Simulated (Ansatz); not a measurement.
Is this Sr2I structure a true minimum?

The structure comes from a generated guess, relaxed at this level; another structure or a mixture of phases may lie lower.

Level of theory: DFT PBE, scalar-relativistic, plane waves, PAW in Ansatz. Plane waves to 420 eV, a k mesh through Γ of 12×12×8 on the computed 3-atom cell and Gaussian smearing (0.10 eV); no spin polarisation.

The cell below (3 atoms, space group P-3m1 (No. 164)) is relaxed within its symmetry.

```xyz
3
Lattice="4.3350 0.0000 0.0000 -2.1675 3.7542 0.0000 0.0000 0.0000 8.4472" Properties=species:S:1:pos:R:3 pbc="T T T"
Sr    0.0000    2.5028    6.7693
Sr    2.1675    1.2514    1.6779
I     0.0000    0.0000    4.2236
```

For the test a repeat of it with 6 atoms (edges 4.33, 4.33, 16.89 Å) was strained at random (σ = 1.5 % a component), the atoms were moved at random (σ = 0.05 Å), and all was relaxed again on a coarse 6×6×2 mesh (in the run’s order of axes) with 0.20 eV smearing, with no symmetry imposed.

These runs have no spin–orbit coupling, which can matter for I. An odd number of electrons in the primitive cell allows no gap without spin; a larger cell or a magnetic state could open one. The cell is a metal run without spin; a magnetic state may lie lower.

**Question.** Does it come back?

**Answer.** It returns, within 1 meV/atom of the unmoved cell on that mesh and with the same symmetry when read at 0.1 Å (P1 at 0.01 Å, so small strains and shifts remain). No instability shows in this cell; modes of other wave vectors, which need another repeat, aren't tested.
